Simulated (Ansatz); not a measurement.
Here is an unrelaxed guess for As2Se.

```
As Se
1.0
     0.00000    4.17937    4.17937
     4.17937    0.00000    4.17937
     4.17937    4.17937    0.00000
As Se
4 2
Direct
  0.12500 0.12500 0.12500
  0.62500 0.12500 0.12500
  0.12500 0.12500 0.62500
  0.12500 0.62500 0.12500
  0.50000 0.50000 0.50000
  0.75000 0.75000 0.75000
```

All numbers below come from DFT PBE, scalar-relativistic, plane waves, PAW in Ansatz. Settings: cutoff 420 eV, Γ-centred mesh 4×4×4 on the computed 6-atom cell, Gaussian smearing of 0.10 eV; no spin polarisation.

The zero of energy is the elements' standard structures at the same level; no fitted shifts are applied.

**Question.** How far from equilibrium is it?

**Answer.** The pressure is -8.5 GPa (it wants to contract), the largest force is 0.00 eV/Å (symmetry fixes the atoms), and the energy is +0.75 eV/atom against the elements. The shortest distance is 2.96 Å.

**Question.** Is it a good guess?

**Answer.** A fair one: relaxing gains about 0.13 eV/atom (the start's value is from the coarse mesh, so the gain is rough) in 9 ionic steps and ends at +0.62 eV/atom on the finer mesh. The symmetry stays Fd-3m (No. 227). The volume per atom shrinks by 16.3 %, from 24.3 to 20.4 Å³. The shortest distance goes from 2.96 Å (As–As) to 2.78 Å (As–As). Conventional cell: a = 7.876 Å. Around As lie 6 As at 2.78 Å and 6 Se at 3.27 Å; around Se lie 12 As at 3.27 Å and 4 Se at 3.41 Å.

The last run used an 8×8×8 mesh for its 6-atom cell and Gaussian smearing of 0.10 eV. The reference forms of As and Se are held partly by dispersion forces, which this level lacks. The relaxation can't lower the symmetry of the start, and the grade says only how near the guess is to its own end. Symmetry constrained the relaxation, so the result can be a saddle point. Another cell of As2Se relaxed alike, in R-3m, lies 0.39 eV/atom lower, so this cell isn't the stable form at this level.
